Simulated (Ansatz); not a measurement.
Ba2Ti2N3F3 in space group P-4m2 (No. 115; Pearson symbol tP10), PBE (plane waves, PAW; program Ansatz). The conduction-band minimum lies at Γ, with 1 equivalent valley. Second derivatives d²E/dk² of the lowest band at one valley (eV·Å²), along Cartesian directions:

```csv
direction,d²E/dk²
[100],18.25
[010],18.25
[001],0.7147
[110],18.33
[101],9.507
[011],9.507
```

### Question
Find the principal effective masses, the density-of-states mass and the conductivity mass.

### Answer
Off-diagonal terms follow from H_xy = H[110] − (H_xx + H_yy)/2, and m*/mₑ = 7.620 eV·Å² over each eigenvalue: 0.42, 0.42, 11. One valley's DOS mass (m₁m₂m₃)^(1/3) = 1.2, conductivity mass 3/(Σ 1/mᵢ) = 0.61 mₑ.

### Question
What effective density of states Nc follows at 300 K for parabolic valleys?

### Answer
Nc = 2.509e19 × 1 × (1.2)^(3/2) ≈ 3.3e19 cm⁻³.

The start of the workflow was typed in or built on a structure type; neither database checked (COD, Materials Project) lists it. Whether it is the stable phase at ambient conditions was not checked. The PBE relaxation kept the symmetry of its start; whether a distortion lowers the energy is not shown. The workflow began spin-polarised and lost its moments. Scalar-relativistic: spin–orbit coupling is off unless named, which matters more the heavier the elements.

Potentials: the earlier of the program's two PAW sets.

Edges and masses are those of Kohn–Sham bands, whose gap is no quasiparticle gap.
